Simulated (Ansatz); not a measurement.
Computed scan of one atom of the cell: NiSi2 (fluorite type, space group Fm-3m)

NiSi$_{2}$ (fluorite type, space group Fm-3m)

```
NiSi2
1.0
    0.00000     2.72203     2.72203
    2.72203     0.00000     2.72203
    2.72203     2.72203     0.00000
Ni Si
1 2
Direct
  0.00000   0.00000   0.00000
  0.25000   0.25000   0.25000
  0.75000   0.75000   0.75000
```

In this cell atom 3 (Si, nearest neighbour Ni at 2.357 Å; its periodic images, 3.8 Å or more away, move with it) is moved by s along Cartesian [111], unit vector (0.577, 0.577, 0.577); all other atoms and the cell stay fixed.

All values below come from PBE (plane waves to 420 eV, PAW, scalar-relativistic; Ansatz, a program for electronic structure). k mesh 12×12×12 (Γ-centred), Fermi-Dirac smearing 0.05 eV. E stands for the smeared free energy. Compression counts positive. With partly filled bands, energies and forces of such displacements shift with the k mesh and the smearing. F∥ is the force on the atom along that direction. NiSi2 is run without spin polarisation. NiSi2 was relaxed with its symmetry unable to fall. The PAW data are Ansatz's earlier set. The zero of ΔE is the undisplaced structure.

| s (Å) | ΔE (eV/cell) | P (GPa) | F∥ (eV/Å) |
|---|---|---|---|
| -0.470 | 0.578 | 7.4 | 1.971 |
| -0.376 | 0.400 | 5.2 | 1.805 |
| -0.282 | 0.241 | 3.2 | 1.543 |
| -0.188 | 0.114 | 1.6 | 1.148 |
| -0.094 | 0.030 | 0.4 | 0.620 |
| 0.000 | 0.000 | 0.0 | 0.000 |
| 0.094 | 0.035 | 0.5 | -0.772 |
| 0.188 | 0.153 | 2.0 | -1.783 |
| 0.282 | 0.380 | 4.9 | -3.103 |
| 0.376 | 0.750 | 9.3 | -4.878 |
| 0.470 | 1.317 | 15.6 | -7.317 |

Summary:

The energy at s = 0.470 Å comes out as 1317 meV/cell, the force along the line at s = -0.470 Å is 1.97 eV/Å and the force constant k = d²E/ds² at s = 0 (finite differences) is 7.28 eV/Å². Symmetry of the curve: not even: the positive side lies higher at ±0.470 Å. Shape of the curve: a single well with its minimum at or next to zero displacement. Harmonic estimate at the end of the scan: ½ks² = 804 meV/cell against the computed 1317 meV/cell, so the well is stiffer than harmonic there.

(For displaced atoms, the force is minus the slope of the energy, and its curvature is a force constant, which sets phonon frequencies.)
